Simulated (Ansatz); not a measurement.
Equation of state of Al$_{2}$Au

A database entry relaxed whole under r2SCAN (Fm-3m):

```
Al Au
1.0
     0.00000    3.00532    3.00532
     3.00532    0.00000    3.00532
     3.00532    3.00532    0.00000
Al Au
2 1
Direct
  0.25000 0.25000 0.25000
  0.75000 0.75000 0.75000
  0.00000 0.00000 0.00000
```

The cell was scaled uniformly, its shape held, and the atoms relaxed at each volume with plane-wave PAW DFT (Ansatz 0.2.0; r2SCAN, 500 eV, 10×10×10 Γ-centred mesh, fermi-dirac occupations of width 0.100 eV; no spin, no spin-orbit coupling). One row is withheld.

| volume (Å³/atom) | energy over the lowest (meV/atom) | pressure (GPa) |
| --- | --- | --- |
| 17.010 | 27.0 | 8.47 |
| 17.372 | 11.6 | 5.33 |
| 17.734 | 2.8 | 2.52 |
| 18.096 | 0.0 | 0.02 |
| 18.458 | ? | ? |
| 18.820 | 9.9 | -4.21 |
| 19.182 | 21.4 | -5.98 |

**Question.** Fit the pressures of the other rows to the third-order Birch-Murnaghan form.

**Answer.** With f = [(V₀/V)^(2/3) − 1]/2 and P = 3B₀f(1 + 2f)^(5/2)[1 + 3(B₀′ − 4)f/2], least squares gives V₀ = 18.10 Å³ an atom, B₀ = 118 GPa and B₀′ = 4.7; the rows miss the fit by less than 0.01 GPa. The slope of the energies differs from these pressures by less than 0.05 GPa.

**Question.** What does the withheld row hold?

**Answer.** The fit gives -2.21 GPa at 18.458 Å³; the run gave -2.21 GPa and 2.6 meV an atom.

Caveats: the shape of the cell was held; 0 K, fixed nuclei; the symmetry was kept, and this need not be the phase that is stable at 0 K; one mesh for all volumes; pressure is positive in compression.
